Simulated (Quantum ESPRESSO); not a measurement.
# Al4O4NF: input and log of a self-consistent run

Computed values, not a measurement. The program is pw.x of Quantum ESPRESSO 7.5 (plane-wave density functional theory). The cell is made up: 10 atoms on a corundum lattice, with randomly drawn elements, strain and displacements, not relaxed. PseudoDojo standard norm-conserving files (v0.5 for PBE, v0.4.1 for LDA and PBEsol) set the functional; there is no spin polarisation, spin-orbit coupling or dispersion term, and the masses in the input are unused placeholders.

Input:

```
&control calculation='scf', pseudo_dir='./dojo.nc.sr.pbe.v0_5.standard.upf', outdir='./o', disk_io='medium', tprnfor=.true., tstress=.true. /
&system ibrav=0, nat=10, ntyp=4, nbnd=30, ecutwfc=105.61755193, nosym=.true., tot_charge=0,
 occupations='smearing', smearing='fd', degauss=0.0018374661
/
&electrons conv_thr=7.350e-09, electron_maxstep=60, /
ATOMIC_SPECIES
Al 1.0 Al.upf
F 1.0 F.upf
N 1.0 N.upf
O 1.0 O.upf
CELL_PARAMETERS angstrom
2.358 1.29 4.388
-2.3513 1.2774 4.3883
-0.0076 -2.801 4.4623
ATOMIC_POSITIONS angstrom
Al -0.0861 -0.1245 4.6226
Al -0.0127 -0.1006 1.8807
Al 0.0115 -0.1681 8.56
Al -0.0543 -0.1511 11.3263
O -0.8798 1.1806 7.6752
O -0.7201 -1.7378 7.755
O 1.5918 0.0151 7.6576
O 0.9902 -1.4495 5.6109
N 0.7415 1.2829 5.5781
F -1.7168 -0.2306 5.4961
K_POINTS automatic
8 8 8 1 1 1
```

The log is shortened where brackets say so; the opening notice, blank lines, dates and the lines on written files are dropped, and the path of the files is cut. It prints rydbergs, bohrs and kilobars, and counts compression as positive stress. With no partly filled state, the Fermi energy that it prints is only some level between the filled and the empty states on the mesh, and need not lie in the true gap.

```
     Program PWSCF v.7.5
     Parallel version (MPI & OpenMP), running on       1 processor cores
     Number of MPI processes:                 1
     Threads/MPI process:                     1
     [start-up lines left out]
     bravais-lattice index     =            0
     lattice parameter (alat)  =       9.7241  a.u.
     unit-cell volume          =     572.6532 (a.u.)^3
     number of atoms/cell      =           10
     number of atomic types    =            4
     number of electrons       =        48.00
     number of Kohn-Sham states=           30
     kinetic-energy cutoff     =     105.6176  Ry
     charge density cutoff     =     422.4702  Ry
     scf convergence threshold =      7.3E-09
     mixing beta               =       0.7000
     number of iterations used =            8  plain     mixing
     Exchange-correlation= PBE
                           (   1   4   3   4   0   0   0)
     [axes and pseudopotential details left out]
   Cartesian axes
     site n.     atom                  positions (alat units)
         1        Al     tau(   1) = (  -0.0167322  -0.0241947   0.8983325  )
         2        Al     tau(   2) = (  -0.0024681  -0.0195501   0.3654856  )
         3        Al     tau(   3) = (   0.0022349  -0.0326677   1.6635067  )
         4        Al     tau(   4) = (  -0.0105524  -0.0293640   2.2010953  )
         5        O      tau(   5) = (  -0.1709758   0.2294318   1.4915592  )
         6        O      tau(   6) = (  -0.1399406  -0.3377152   1.5070671  )
         7        O      tau(   7) = (   0.3093423   0.0029345   1.4881389  )
         8        O      tau(   8) = (   0.1924304  -0.2816884   1.0903936  )
         9        N      tau(   9) = (   0.1440993   0.2493122   1.0840195  )
        10        F      tau(  10) = (  -0.3336341  -0.0448136   1.0680840  )
     number of k points=   256  Fermi-Dirac smearing, width (Ry)=  0.0018
     Number of k-points >= 100: set verbosity='high' to print them.
     Dense  grid:    83945 G-vectors     FFT dimensions: (  64,  64,  72)
     Estimated max dynamical RAM per process >     116.92 MB
     Initial potential from superposition of free atoms
     starting charge      47.9902, renormalised to      48.0000
     Starting wfcs are   40 randomized atomic wfcs
     total cpu time spent up to now is      103.0 secs
     per-process dynamical memory:   106.8 Mb
     Self-consistent Calculation
     iteration #  1     ecut=   105.62 Ry     beta= 0.70
     Davidson diagonalization with overlap
     ethr =  1.00E-02,  avg # of iterations =  3.6
     total cpu time spent up to now is      368.0 secs
     total energy              =    -220.77134531 Ry
     estimated scf accuracy    <       2.42414380 Ry
     iteration #  2     ecut=   105.62 Ry     beta= 0.70
     Davidson diagonalization with overlap
     ethr =  5.05E-03,  avg # of iterations =  2.5
     total cpu time spent up to now is      607.8 secs
     total energy              =    -221.44282412 Ry
     estimated scf accuracy    <       1.79132686 Ry
     iteration #  3     ecut=   105.62 Ry     beta= 0.70
     Davidson diagonalization with overlap
     ethr =  3.73E-03,  avg # of iterations =  2.0
     total cpu time spent up to now is      803.5 secs
     total energy              =    -221.76731113 Ry
     estimated scf accuracy    <       0.04137848 Ry
     iteration #  4     ecut=   105.62 Ry     beta= 0.70
     Davidson diagonalization with overlap
     ethr =  8.62E-05,  avg # of iterations =  9.7
     total cpu time spent up to now is     1140.9 secs
     total energy              =    -221.78653504 Ry
     estimated scf accuracy    <       0.00505750 Ry
     iteration #  5     ecut=   105.62 Ry     beta= 0.70
     Davidson diagonalization with overlap
     c_bands:  1 eigenvalues not converged
     c_bands:  1 eigenvalues not converged
     c_bands:  1 eigenvalues not converged
     ethr =  1.05E-05,  avg # of iterations =  5.2
     total cpu time spent up to now is     1407.8 secs
     total energy              =    -221.78698459 Ry
     estimated scf accuracy    <       0.00134131 Ry
     [iterations 6 to 7 left out]
     iteration #  8     ecut=   105.62 Ry     beta= 0.70
     Davidson diagonalization with overlap
     ethr =  8.91E-09,  avg # of iterations =  5.0
     total cpu time spent up to now is     2215.0 secs
     total energy              =    -221.78700754 Ry
     estimated scf accuracy    <       0.00000585 Ry
     iteration #  9     ecut=   105.62 Ry     beta= 0.70
     Davidson diagonalization with overlap
     ethr =  8.91E-09,  avg # of iterations =  2.0
     total cpu time spent up to now is     2457.3 secs
     total energy              =    -221.78700800 Ry
     estimated scf accuracy    <       0.00000054 Ry
     iteration # 10     ecut=   105.62 Ry     beta= 0.70
     Davidson diagonalization with overlap
     ethr =  1.13E-09,  avg # of iterations =  2.8
     total cpu time spent up to now is     2734.5 secs
     total energy              =    -221.78700812 Ry
     estimated scf accuracy    <       0.00000001 Ry
     iteration # 11     ecut=   105.62 Ry     beta= 0.70
     Davidson diagonalization with overlap
     ethr =  2.55E-11,  avg # of iterations =  4.7
     total cpu time spent up to now is     3074.1 secs
     total energy              =    -221.78700813 Ry
     estimated scf accuracy    <          8.2E-09 Ry
     iteration # 12     ecut=   105.62 Ry     beta= 0.70
     Davidson diagonalization with overlap
     ethr =  1.70E-11,  avg # of iterations =  2.0
     total cpu time spent up to now is     3320.7 secs
     End of self-consistent calculation
     Number of k-points >= 100: set verbosity='high' to print the bands.
     the Fermi energy is    12.4421 ev
!    total energy              =    -221.78700813 Ry
     estimated scf accuracy    <          1.2E-09 Ry
     smearing contrib. (-TS)   =       0.00000000 Ry
     internal energy E=F+TS    =    -221.78700813 Ry
     The total energy is F=E-TS. E is the sum of the following terms:
     one-electron contribution =     -41.37219937 Ry
     hartree contribution      =      56.32900080 Ry
     xc contribution           =     -60.87328960 Ry
     ewald contribution        =    -175.87051995 Ry
     convergence has been achieved in  12 iterations
     Forces acting on atoms (cartesian axes, Ry/au):
     atom    1 type  1   force =     0.17068285    0.05480839   -0.00838106
     atom    2 type  1   force =    -0.01620169    0.16296127    0.09281954
     atom    3 type  1   force =    -0.05918138   -0.13624858   -0.01340532
     atom    4 type  1   force =     0.02691672   -0.19518734    0.00872427
     atom    5 type  4   force =    -0.02878723   -0.03774357    0.01709161
     atom    6 type  4   force =    -0.03353272    0.11154035    0.02086062
     atom    7 type  4   force =     0.03192861   -0.02534032    0.06351523
     atom    8 type  4   force =    -0.08250863   -0.00372770   -0.05504056
     atom    9 type  3   force =    -0.07625046    0.06771753   -0.10938479
     atom   10 type  2   force =     0.06693391    0.00121996   -0.01679952
     Total force =     0.433598     Total SCF correction =     0.000013
     Computing stress (Cartesian axis) and pressure
          total   stress  (Ry/bohr**3)                   (kbar)     P=      186.73
   0.00156041   0.00006625  -0.00019643          229.54        9.75      -28.90
   0.00006625   0.00150726   0.00059564            9.75      221.73       87.62
  -0.00019643   0.00059564   0.00074045          -28.90       87.62      108.92
     init_run     :    100.59s CPU    102.93s WALL (       1 calls)
     electrons    :   3157.16s CPU   3217.72s WALL (       1 calls)
     forces       :     29.97s CPU     30.30s WALL (       1 calls)
     stress       :    106.62s CPU    106.98s WALL (       1 calls)
     [timing details left out]
     PWSCF        :  56m35.08s CPU  57m39.83s WALL
     JOB DONE.
```

In other units: free energy -3017.566 eV for the cell, pressure 18.67 GPa, largest force component 5.018 eV/Å. This run is the check on a run of the same cell at a cutoff of 1143 eV and k mesh 6 x 6 x 6: rerunning at a cutoff of 1437 eV and k mesh 8 x 8 x 8 moved values by no more than 0.003 eV in energy, 0.02 GPa in stress and 0.002 eV/Å in force.